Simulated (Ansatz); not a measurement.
CsPbCl$_{3}$: computed DOS

```yaml
crystal:
  lattice:
    - [5.60500, 0.00000, 0.00000]
    - [0.00000, 5.60500, 0.00000]
    - [0.00000, 0.00000, 5.60500]
  atoms:
    - { symbol: Cs, position: [0.00000, 0.00000, 0.00000] }
    - { symbol: Pb, position: [0.50000, 0.50000, 0.50000] }
    - { symbol: Cl, position: [0.00000, 0.50000, 0.50000] }
    - { symbol: Cl, position: [0.50000, 0.00000, 0.50000] }
    - { symbol: Cl, position: [0.50000, 0.50000, 0.00000] }
```

The cell is COD entry 1530110, as deposited and not checked against the literature; nothing was relaxed.

Spin–orbit coupling is left out, though it moves levels of the heavy atoms by tenths of an eV or more.

The calculation used DFT, PBE, all-electron LAPW, scalar-relativistic in Ansatz 0.2.0.

Numerical set-up: a Γ-centred 5×5×5 k mesh, Fermi–Dirac smearing of 0.01 eV, basis error target 0.5 meV/atom, no spin polarisation.

States per eV and cell, averaged over 0.4 eV, from -4.9 to 3.7 eV, with energies (bin centres) from the valence-band top; empty bins are left out. The partial columns, the largest 5 alone, are projections on Löwdin-orthogonalised atomic shells (those that the program's projection atoms carry: the occupied ones and, for some elements, an empty d or f shell; other empty shells have no column), summed over atoms of an element. Weights on diffuse s and p shells depend on that basis and aren't pure angular character.

| E (eV) | total | Cl 3p | Pb 6p | Pb 6s | Cs 6s | Cl 3s |
| --- | --- | --- | --- | --- | --- | --- |
| -4.8 | 0.26 | 0.19 | 0.07 | 0.00 | 0.00 | 0.00 |
| -4.4 | 3.55 | 2.63 | 0.87 | 0.00 | 0.00 | 0.01 |
| -4.0 | 3.28 | 2.51 | 0.65 | 0.04 | 0.01 | 0.03 |
| -3.6 | 3.05 | 2.46 | 0.35 | 0.08 | 0.08 | 0.04 |
| -3.2 | 5.92 | 5.35 | 0.25 | 0.03 | 0.15 | 0.05 |
| -2.8 | 12.42 | 12.12 | 0.10 | 0.01 | 0.00 | 0.01 |
| -2.4 | 12.23 | 11.95 | 0.08 | 0.09 | 0.01 | 0.01 |
| -2.0 | 1.00 | 0.79 | 0.04 | 0.15 | 0.01 | 0.01 |
| -1.6 | 1.58 | 1.12 | 0.09 | 0.33 | 0.01 | 0.02 |
| -1.2 | 1.26 | 0.82 | 0.09 | 0.31 | 0.00 | 0.02 |
| -0.8 | 0.40 | 0.24 | 0.04 | 0.11 | 0.00 | 0.01 |
| -0.4 | 0.05 | 0.03 | 0.01 | 0.02 | 0.00 | 0.00 |
| 2.4 | 0.62 | 0.05 | 0.49 | 0.00 | 0.00 | 0.05 |
| 2.8 | 2.48 | 0.24 | 1.88 | 0.02 | 0.01 | 0.19 |
| 3.2 | 2.33 | 0.28 | 1.64 | 0.02 | 0.09 | 0.17 |
| 3.6 | 1.70 | 0.20 | 0.88 | 0.03 | 0.36 | 0.12 |

Question: Which of the resolved shells contributes most in the top eV of the valence band?

Answer: Cl 3p, with 59 % of all states there; Pb 6s follows with 28 %.
